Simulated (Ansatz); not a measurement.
Co5Ge7:
```cif
data_Co10Ge14
_chemical_formula_sum 'Ge14 Co10'
_space_group_name_H-M_alt 'I4mm'
_space_group_IT_number 107
_space_group_name_Hall 'I 4 -2'
_cell_length_a 7.54087
_cell_length_b 7.54087
_cell_length_c 5.74184
_cell_angle_alpha 90.000
_cell_angle_beta 90.000
_cell_angle_gamma 90.000
loop_
_atom_site_label
_atom_site_type_symbol
_atom_site_symmetry_multiplicity
_atom_site_Wyckoff_symbol
_atom_site_fract_x
_atom_site_fract_y
_atom_site_fract_z
_atom_site_occupancy
Ge1 Ge 8 c 0.28486 0.28486 0.00372 1
Ge2 Ge 4 b 0.00000 0.50000 0.42411 1
Ge3 Ge 2 a 0.00000 0.00000 0.89991 1
Co1 Co 8 d 0.00000 0.24272 0.17976 1
Co2 Co 2 a 0.00000 0.00000 0.50399 1
```
(The calculation used a cell of 12 atoms; values per cell refer to that cell.)

Relaxed at zero pressure with r²SCAN (plane waves, PAW; program Ansatz).

### Question
The volume is lowered by 6 % and shape and atoms relax at that volume. What pressure results, and how do the axes share the change?

### Answer
11.7 GPa; a -1.9 %, b -1.9 %, c -2.3 %; the energy rises by 28 meV/atom.

### Question
Give the new structure.

### Answer

Space group I4mm (No. 107); a = 7.395 Å, b = 7.395 Å, c = 5.612 Å, α = 90.00°, β = 90.00°, γ = 90.00°

```csv
atom,site,symmetry,x,y,z
Ge,8c,..m,0.2843,0.2843,0.0047
Ge,4b,2mm.,0.0000,0.5000,0.4242
Ge,2a,4mm,0.0000,0.0000,0.8975
Co,8d,.m.,0.0000,0.2424,0.1799
Co,2a,4mm,0.0000,0.0000,0.5020
```

The phase is kept; no other phase was compared at this pressure.

The start of the workflow was typed in or built on a structure type; neither database checked (COD, Materials Project) lists it. Whether it is the stable phase at ambient conditions was not checked. The cell was relaxed with r²SCAN under the symmetry of its start; its stability against distortions is not shown here. The workflow began spin-polarised and lost its moments.

Potentials: the earlier of the program's two PAW sets.
